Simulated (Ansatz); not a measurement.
WO3:
```
CELL_PARAMETERS angstrom
      5.24918     0.00000     0.00000
      0.00000     5.24918     0.00000
      0.00000     0.00000     7.87004
ATOMIC_POSITIONS crystal
  W  0.00000 0.50000 0.21702
  W  0.50000 0.00000 0.28298
  W  0.50000 0.00000 0.78298
  W  0.00000 0.50000 0.71702
  O  0.28988 0.28988 0.75000
  O  0.21012 0.78988 0.75000
  O  0.71012 0.71012 0.75000
  O  0.78988 0.21012 0.75000
  O  0.21012 0.21012 0.25000
  O  0.28988 0.71012 0.25000
  O  0.78988 0.78988 0.25000
  O  0.71012 0.28988 0.25000
  O  0.00000 0.50000 0.99410
  O  0.50000 0.00000 0.50590
  O  0.50000 0.00000 0.00590
  O  0.00000 0.50000 0.49410
```

Relaxed with PBEsol. Special points in fractions of this cell's reciprocal vectors: Γ (0.000, 0.000, 0.000); X (0.000, 0.500, 0.000); M (0.500, 0.500, 0.000); Z (0.000, 0.000, 0.500); R (0.000, 0.500, 0.500); A (0.500, 0.500, 0.500).

### Question
List the band energies nearest the valence-band maximum at these points for PBEsol in the plane-wave PAW code Ansatz.

### Answer
In eV from the valence-band maximum; about four levels below and three above (degenerate sets whole), none deeper than 8.9 eV; points with the same levels are listed once.

```json
[
 {"k": "Γ", "below": "-0.06 -0.06 -0.03 -0.03", "above": "1.04 1.04 1.94 1.94"},
 {"k": "X", "below": "-0.48 -0.48 -0.29 -0.29", "above": "3.48 3.48 3.48 3.48"},
 {"k": "M", "below": "-1.07 -1.07 0.00 0.00", "above": "1.98 1.98 4.12 4.12"},
 {"k": "Z", "below": "-0.59 -0.59 -0.59 -0.59 -0.06 -0.06", "above": "1.04 1.04 3.08 3.08 3.08 3.08"},
 {"k": "R", "below": "-0.47 -0.47 -0.47 -0.47", "above": "3.63 3.63 3.63 3.63"},
 {"k": "A", "below": "-0.64 -0.64 -0.64 -0.64", "above": "3.17 3.17 3.17 3.17"}
]
```

Space group P4/ncc. The first step of the workflow began from a Materials Project structure, measured or hypothetical; the Crystallography Open Database files this formula in space group No. 130, but the cells were not matched. Its standing as an ambient phase is unchecked. The PBEsol relaxation kept the symmetry of its start; its stability against distortions is not shown here. The run is not spin-polarised. No Hubbard U is applied. Spin–orbit coupling is left out wherever it is not named.

Potentials: the later of the program's two PAW sets.
